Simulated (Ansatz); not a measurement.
Sr3MgO4 as one 8-atom ordering (I4/mmm) on the rocksalt lattice at its r2SCAN geometry, run in Ansatz at 4 levels of theory. Note: simulated data, non-magnetic, for a generated structure that need not be the stable one.

The PBE+SOC input:
```yaml
crystal:
  lattice:
    - [-2.504960692, 2.504960692, 4.9137389922]
    - [2.504960692, -2.504960692, 4.9137389922]
    - [2.504960692, 2.504960692, -4.9137389922]
  atoms:
    - { symbol: Mg, position: [0.0, 0.0, 0.0] }
    - { symbol: O, position: [0.7841691297, 0.7841691297, 0.0] }
    - { symbol: Sr, position: [0.25, 0.75, 0.5] }
    - { symbol: O, position: [0.0, 0.5, 0.5] }
    - { symbol: Sr, position: [0.5, 0.5, 0.0] }
    - { symbol: O, position: [0.2158308703, 0.2158308703, 0.0] }
    - { symbol: Sr, position: [0.75, 0.25, 0.5] }
    - { symbol: O, position: [0.5, 0.0, 0.5] }
kpoints:
  mp_grid: { grid: [8, 8, 8] }
  band_path:
    path:
      - [0.0, 0.0, 0.0]
      - [0.0, 0.0, 0.5]
      - [0.25, 0.25, 0.25]
      - [0.0, 0.5, 0.0]
      - [0.5, 0.5, -0.5]
      - [0.3149707188, 0.6850292812, -0.3149707188]
      - [-0.3149707188, 0.3149707188, 0.3149707188]
      - [-0.1299414375, 0.1299414375, 0.5]
      - [0.5, 0.5, -0.1299414375]
    npoints: 1
hamiltonian:
  xc: pbe
scf:
  occupations: { method: fixed }
  n_extra_bands: 12
magnetization:
  noncollinear: true
  spin_orbit: true
output:
  forces: true
  stress: true
  eigenvalues: true
  write_density: true
  write_potential: true
  elf: true
  volumetric_format: npy
```

Main results, then, where recorded, the levels near the gap in eV from the Fermi energy (columns number the bands from 0), one row a point of the path (Γ, X, P, N, M, S, S₀, R, G):
```
Crystal: 8 atoms, lattice volume = 123.331 Å³
Symmetry: 16 space group operations + 16 with time reversal
Magnetic group: BNS 139.532 (UNI 1192)
```
```
Basis set: ecut = 420 eV, 2421 PW (Γ)
k-points: 59 of 512
SCF 1 converged in 10 iterations: F = -14838.632671 eV  dr2 = 4.02e-9
Free energy (F): -14838.632671 eV
Fermi energy:    7.940334 eV
--- Forces (eV/Å), atoms counted from 1 ---
  atom   1  Mg      0.00000      0.00000      0.00000
  atom   2  O       0.00000      0.00000    -0.06168
  atom   3  Sr      0.00000      0.00000      0.00000
  atom   4  O       0.00000      0.00000      0.00000
  atom   5  Sr      0.00000      0.00000      0.00000
  atom   6  O       0.00000      0.00000      0.06168
  atom   7  Sr      0.00000      0.00000      0.00000
  atom   8  O       0.00000      0.00000      0.00000
--- Stress (GPa, compression-positive) ---
        2.141224       0.000000       0.000000
        0.000000       2.141224       0.000000
        0.000000       0.000000       2.321530
  P = ⅓ Tr σ = 2.2013 GPa (22.013 kbar)
```
```tsv
band_58	band_59	band_60	band_61	band_62	band_63	band_64	band_65	band_66	band_67	band_68	band_69
-0.211	-0.211	-0.146	-0.146	-0.035	-0.035	3.170	3.170	3.595	3.595	5.599	5.599
-0.940	-0.940	-0.619	-0.619	-0.269	-0.269	6.146	6.146	6.175	6.175	6.338	6.338
-0.885	-0.885	-0.732	-0.732	-0.626	-0.626	6.212	6.212	6.334	6.334	6.344	6.344
-0.622	-0.622	-0.405	-0.405	-0.329	-0.329	4.598	4.598	5.836	5.836	5.991	5.991
-0.233	-0.233	-0.184	-0.184	0.000	0.000	3.770	3.770	3.778	3.778	4.342	4.342
-0.408	-0.408	-0.301	-0.301	-0.114	-0.114	4.085	4.085	5.078	5.078	5.718	5.718
-0.408	-0.408	-0.301	-0.301	-0.114	-0.114	4.085	4.085	5.078	5.078	5.718	5.718
-0.956	-0.956	-0.692	-0.692	-0.232	-0.232	5.198	5.198	5.673	5.673	6.165	6.165
-0.956	-0.956	-0.692	-0.692	-0.232	-0.232	5.198	5.198	5.673	5.673	6.165	6.165
```

PBE+SOC gives an indirect gap of 3.17 eV, from M to Γ; the least direct gap is 3.21 eV at Γ.

Problem. In the first input these blocks are replaced (the band path and keys that only write files left aside):
```yaml
hamiltonian:
  xc: r2scan
scf:
  occupations: { method: fixed }
  n_extra_bands: 6
```
(magnetization left out)
What comes out?

Solution.
```
Basis set: ecut = 500 eV, 3081 PW (Γ)
k-points: 59 of 512
SCF 1 converged in 8 iterations: F = -14878.085104 eV  dr2 = 6.99e-9
Free energy (F): -14878.085104 eV
Fermi energy:    7.598062 eV
--- Forces (eV/Å), atoms counted from 1 ---
  atom   1  Mg      0.00000      0.00000      0.00000
  atom   2  O       0.00000      0.00000      0.00076
  atom   3  Sr      0.00000      0.00000      0.00000
  atom   4  O       0.00000      0.00000      0.00000
  atom   5  Sr      0.00000      0.00000      0.00000
  atom   6  O       0.00000      0.00000    -0.00076
  atom   7  Sr      0.00000      0.00000      0.00000
  atom   8  O       0.00000      0.00000      0.00000
--- Stress (GPa, compression-positive) ---
        0.009791       0.000000       0.000000
        0.000000       0.009791       0.000000
        0.000000       0.000000      -0.005863
  P = ⅓ Tr σ = 0.0046 GPa (0.046 kbar)
```
```tsv
band_29	band_30	band_31	band_32	band_33	band_34
-0.166	-0.166	-0.029	3.876	4.116	6.148
-0.926	-0.612	-0.248	6.765	6.788	6.902
-0.865	-0.722	-0.619	6.824	6.909	6.909
-0.613	-0.390	-0.315	5.123	6.472	6.744
-0.191	-0.191	0.000	4.285	4.285	4.871
-0.394	-0.278	-0.106	4.606	5.624	6.499
-0.394	-0.278	-0.106	4.606	5.624	6.499
-0.942	-0.682	-0.212	5.743	6.223	6.842
-0.942	-0.682	-0.212	5.743	6.223	6.842
```
The r2SCAN gap is indirect, 3.88 eV (M to Γ), below the direct gap of 3.91 eV at Γ. The mean stress is close to zero (0.00 GPa).

Problem. Another run on the same cell gave
```
Basis set: ecut = 420 eV, 2421 PW (Γ)
k-points: 13 of 64
SCF 1 stopped early in 2 iterations: F = -14836.748495 eV  dr2 = 5.50e-4
SCF 2 stopped early in 7 iterations: F = -14843.891189 eV  dr2 = 8.13e-6
hybrid outer 1: dexx = +2.443e-2 eV, tail = 7.00e-5 eV
SCF 3 converged in 4 iterations: F = -14843.891100 eV  dr2 = 1.38e-9
hybrid outer 2: dexx = +6.472e-7 eV, tail = 2.33e-8 eV, Δε = 2.37e-3 eV, ΔF = 1.78e-3 eV/Å
Free energy (F): -14843.891100 eV
Fermi energy:    6.778861 eV
--- Forces (eV/Å), atoms counted from 1 ---
  atom   1  Mg      0.00000      0.00000      0.00000
  atom   2  O       0.00000      0.00000      0.00013
  atom   3  Sr      0.00000      0.00000      0.00000
  atom   4  O       0.00000      0.00000      0.00000
  atom   5  Sr      0.00000      0.00000      0.00000
  atom   6  O       0.00000      0.00000    -0.00013
  atom   7  Sr      0.00000      0.00000      0.00000
  atom   8  O       0.00000      0.00000      0.00000
--- Stress (GPa, compression-positive) ---
       -0.378223       0.000000       0.000000
        0.000000      -0.378223       0.000000
        0.000000       0.000000      -0.617308
  P = ⅓ Tr σ = -0.4579 GPa (-4.579 kbar)
```
```tsv
band_29	band_30	band_31	band_32	band_33	band_34
-0.109	-0.109	-0.013	4.738	5.176	7.314
-0.833	-0.472	-0.253	7.888	7.903	8.099
-0.903	-0.619	-0.479	7.970	8.069	8.069
-0.497	-0.377	-0.258	6.245	7.529	7.738
-0.129	-0.129	0.000	5.363	5.363	5.979
-0.381	-0.223	-0.105	5.703	6.735	7.456
-0.381	-0.223	-0.105	5.703	6.735	7.456
-0.851	-0.555	-0.215	6.870	7.363	7.885
-0.851	-0.555	-0.215	6.870	7.363	7.885
```
Which level of theory gave it?

Solution. It is HSE06, judged by the exchange loop and the size of the gap (a near hybrid could fit too), on 4×4×4; the blocks that differ from the first input, but for the band path:
```yaml
kpoints:
  mp_grid: { grid: [4, 4, 4] }
hamiltonian:
  xc: hse06
scf:
  occupations: { method: fixed }
  n_extra_bands: 6
```
(magnetization left out)
HSE06 gives an indirect gap of 4.74 eV, from M to Γ; the least direct gap is 4.75 eV at Γ. Least and direct gap differ so little that the kind isn't settled. The mean pressure at these positions is -0.5 GPa, compression counted positive. (The program warns that its thresholds are loose for a hybrid's stress.)

PBE0. Against the first input these blocks differ (the band path and keys that only write files left aside):
```yaml
kpoints:
  mp_grid: { grid: [4, 4, 4] }
hamiltonian:
  xc: pbe0
scf:
  occupations: { method: fixed }
  n_extra_bands: 6
```
(magnetization left out)

```
Basis set: ecut = 420 eV, 2421 PW (Γ)
k-points: 13 of 64
SCF 1 stopped early in 2 iterations: F = -14836.748244 eV  dr2 = 5.42e-4
Exchange kernel: α = 0.2500, full range, Wigner–Seitz truncation, v(0) = 13701.3461 eV·Å³, q-mesh 4×4×4
SCF 2 stopped early in 7 iterations: F = -14843.864904 eV  dr2 = 3.08e-6
hybrid outer 1: dexx = +3.311e-2 eV, tail = 7.80e-5 eV
SCF 3 converged in 5 iterations: F = -14843.864992 eV  dr2 = 4.63e-9
hybrid outer 2: dexx = +1.054e-6 eV, tail = 4.08e-8 eV, Δε = 1.95e-3 eV, ΔF = 2.08e-4 eV/Å
Free energy (F): -14843.864992 eV
Fermi energy:    6.383062 eV
--- Forces (eV/Å), atoms counted from 1 ---
  atom   1  Mg      0.00000      0.00000      0.00000
  atom   2  O       0.00000      0.00000    -0.00623
  atom   3  Sr      0.00000      0.00000      0.00000
  atom   4  O       0.00000      0.00000      0.00000
  atom   5  Sr      0.00000      0.00000      0.00000
  atom   6  O       0.00000      0.00000      0.00623
  atom   7  Sr      0.00000      0.00000      0.00000
  atom   8  O       0.00000      0.00000      0.00000
--- Stress (GPa, compression-positive) ---
       -0.406414       0.000000       0.000000
        0.000000      -0.406414       0.000000
        0.000000       0.000000      -0.624312
  P = ⅓ Tr σ = -0.4790 GPa (-4.790 kbar)
```
```tsv
band_29	band_30	band_31	band_32	band_33	band_34
-0.105	-0.105	-0.009	5.458	5.920	8.079
-0.841	-0.474	-0.258	8.650	8.664	8.869
-0.915	-0.623	-0.481	8.737	8.832	8.832
-0.499	-0.383	-0.260	7.001	8.283	8.499
-0.129	-0.129	0.000	6.110	6.110	6.731
-0.385	-0.225	-0.107	6.453	7.492	8.217
-0.385	-0.225	-0.107	6.453	7.492	8.217
-0.860	-0.558	-0.219	7.630	8.123	8.642
-0.860	-0.558	-0.219	7.630	8.123	8.642
```

The PBE0 gap is indirect, 5.46 eV (M to Γ), below the direct gap of 5.47 eV at Γ. Least and direct gap differ so little that the kind isn't settled. With the atoms held, the mean pressure is -0.5 GPa (compression positive). The stress of a hybrid is loosely converged here.

The hybrids run on coarser meshes, which limits their stresses and small splittings of levels.

Totals of different functionals, or with and without spin-orbit coupling, can't be compared.

Only the levels marked +SOC include spin-orbit coupling.
